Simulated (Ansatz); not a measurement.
Relaxed candidate structures of GaN:

A. P6₄22 (No. 181), hP6; a = b = 3.1251 Å, c = 7.3587 Å, α = β = 90.00°, γ = 120.00°; Ga 3d (0.500, 0.000, 0.500); N 3c (0.500, 0.000, 0.000)

B. P-6m2 (No. 187), hP2; a = b = 2.940 Å, c = 2.655 Å, α = β = 90.00°, γ = 120.00°; Ga 1a (0.000, 0.000, 0.000); N 1d (0.333, 0.667, 0.500)

C. Pm-3n (No. 223), cP12; a = 5.5131 Å, b = 5.5131 Å, c = 5.5131 Å, α = 90.00°, β = 90.00°, γ = 90.00°; Ga 6c (0.000, 0.500, 0.250); N 6d (0.000, 0.250, 0.500)

D. P4₂/mnm (No. 136), tP8; a = b = 5.470 Å, c = 3.183 Å, α = β = γ = 90.00°; Ga 4g (0.179, 0.179, 0.500); N 4f (0.318, 0.318, 0.000)

E. P6₃mc (No. 186), hP4, wurtzite type; a = b = 3.183 Å, c = 5.185 Å, α = β = 90.00°, γ = 120.00°; Ga 2b (0.667, 0.333, 0.001); N 2b (0.333, 0.667, 0.124)

Put the candidates in order of energy per atom, lowest first, for PBEsol (plane waves to 420 eV, PAW, scalar-relativistic; Ansatz, a program for electronic structure).

E (reference, the lowest among the structures calculated here), D (+57 meV/atom), C (+164 meV/atom), A (+351 meV/atom), B (+0.92 eV/atom)

Give each candidate's band gap.

No gap: B. A: 1.47 eV (no spin-orbit coupling); C: 1.56 eV (no spin-orbit coupling); D: 1.87 eV (no spin-orbit coupling); E: 1.88 eV (no spin-orbit coupling).

 1 generated cell of layers, chains or molecules, poorly bound without dispersion, is left out. Each run could gain symmetry but not lose that of its start, so entries can be saddle points. From databases, or of a type measured for this composition: P6₃mc, hP4, wurtzite type; the others are generated cells (placed on structure types, drawn at random, substituted or restacked) that were not matched to a known phase here. Energies are at zero temperature and pressure, without zero-point motion. No spin polarisation in the result. Gaps of cells over 8 atoms come from the SCF mesh and high-symmetry points alone.
